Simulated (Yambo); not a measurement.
AgI (zinc blende, space group F-43m, No. 216), G0W0@PBEsol in Yambo; all else as in the reference (4×4×4 Γ-centred k mesh, bands 5 to 129 and a 8 Ry block in the screening, 129 bands in G with the Bruneval-Gonze terminator, plasmon pole fitted at 27.2 eV). One parameter is varied: the k mesh, over 2×2×2, 4×4×4, 6×6×6.

### Question
From which value on does the gap Γ → Γ stay within 0.05 eV of the largest setting?

### Answer
From 4×4×4 on.
| k mesh | G0W0 gap (eV) | valence shift (eV) | rough Yambo cost |
|---|---|---|---|
| 2×2×2 | 2.12 | -0.65 | about 1/10 |
| 4×4×4 | 2.38 | -0.84 | 1 |
| 6×6×6 | 2.41 | -0.88 | about 6× |
The last step of the sweep still moves the gap by 33 meV; the other settings are held fixed.

Spin-orbit coupling is not included.

Geometry relaxed with PBEsol; primitive cell a = 4.5578 Å, b = 4.5578 Å, c = 4.5578 Å, α = 60.00°, β = 60.00°, γ = 60.00°.

A shift is the quasiparticle energy of the state minus its PBEsol energy.
